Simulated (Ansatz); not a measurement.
## Structure relaxation, BiB

The start is a relaxed BiB cell, doubled along one cell vector, shaken by Gaussian noise of σ = 0.08 Å a coordinate. The cell and all atomic positions are relaxed at zero pressure with r2SCAN (plane waves to 500 eV, PAW, scalar-relativistic; Ansatz, a first-principles code). The first steps use a coarse 7×4×7 k-mesh.

Initial structure:
```yaml
crystal:
  lattice:
    - [0.00000, 2.74524, 2.74524]
    - [5.49049, 0.00000, 5.49049]
    - [2.74524, 2.74524, 0.00000]
  atoms:
    - { symbol: Bi, position: [0.77123, 0.36585, 0.69487] }
    - { symbol: Bi, position: [0.69393, 0.87960, 0.79233] }
    - { symbol: B, position: [0.98013, 0.00881, 0.00882] }
    - { symbol: B, position: [0.98836, 0.49158, 0.04246] }
```

| Item | Value |
|---|---|
| Initial pressure | +3.1 GPa (positive: the cell is compressed) |
| Largest initial force | 4.60 eV/Å, on Bi1 (atoms numbered as listed) |
| Energy released | 0.22 eV/atom |
| Relative to the parent | It returns to the parent structure, F-43m (No. 216) |
| Shortest distances (start → end) | The closest pairs of elements (up to four, under 3.6 Å), start → end: B–Bi 2.07 → 2.38 Å |
| Optimiser moves | 6 |

Final values are on a 10×10×10 k-mesh of the relaxed cell. No spin polarisation in the result.

The relaxed structure here is a generated cell of BiB: the first start was made by placing the elements on the sites of a structure type, and the end was not matched to a known phase here, so it may be hypothetical.
